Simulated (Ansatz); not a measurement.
YIn (CsCl type, Pm-3m) under volume change, DFT-r²SCAN in the program Ansatz with PAW potentials, scaled uniformly.

```
V (Å³/atom)  E − E(relaxed) (meV/atom)  P (GPa)
-----------  -------------------------  -------
24.110                            47.3     6.89
24.905                             [?]      [?]
25.700                             [?]      [?]
26.495                             0.0     0.00
27.290                             4.3    -1.69
28.085                            16.4    -3.16
28.879                            35.3    -4.43
```

Q: What belongs in the gaps?

A: 
- 25.700, E − E(relaxed) (meV/atom): 4.7
- 25.700, P (GPa): 1.96
- 24.905, E − E(relaxed) (meV/atom): 19.9
- 24.905, P (GPa): 4.23

Q: What does a third-order Birch–Murnaghan fit give for V₀, B₀ and B′?

A: V₀ = 26.49 Å³/atom, B₀ = 60.7 GPa, B′ = 3.9.

The workflow started from an entry of the Crystallography Open Database (COD). Whether it is the stable phase at ambient conditions was not checked. Symmetry was held in the r²SCAN relaxation; its stability against distortions is not shown here. No spin polarisation was allowed. Spin–orbit coupling is left out wherever it is not named.

Potentials: the later of the program's two PAW sets.
